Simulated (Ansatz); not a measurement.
TiAl2 in space group I4_1/amd (No. 141; Ti on 8e, Al on 8e, Al on 8e) under volume change, r²SCAN (plane waves, PAW; program Ansatz), shape and atoms relaxed at each volume.

| V (Å³/atom) | E − E(relaxed) (meV/atom) | P (GPa) |
|---|---|---|
| 14.291 | 54.5 | 13.34 |
| 14.762 | [?] | [?] |
| 15.234 | [?] | [?] |
| 15.705 | 0.0 | 0.00 |
| 16.176 | 4.9 | -3.27 |
| 16.647 | 18.8 | -6.09 |
| 17.118 | 40.4 | -8.51 |

Q: Complete the blanks.

A: 
- 14.762, E − E(relaxed) (meV/atom): 23.0
- 14.762, P (GPa): 8.22
- 15.234, E − E(relaxed) (meV/atom): 5.4
- 15.234, P (GPa): 3.80

Q: What does a third-order Birch–Murnaghan fit give for V₀, B₀ and B′?

A: V₀ = 15.70 Å³/atom, B₀ = 117 GPa, B′ = 4.0.

The first step of the workflow began from a Materials Project structure, measured or hypothetical; the Crystallography Open Database copy checked does not list it. COD files the formula under space group No. 65. With Ti and Al taken as one species the cell has the higher symmetry Fm-3m, so it may be an ordered model of a mixed-site phase. Its standing as an ambient phase is unchecked. The cell was relaxed with r²SCAN under the symmetry of its start; whether a distortion lowers the energy is not shown. No spin polarisation was allowed.

Potentials: the later of the program's two PAW sets.
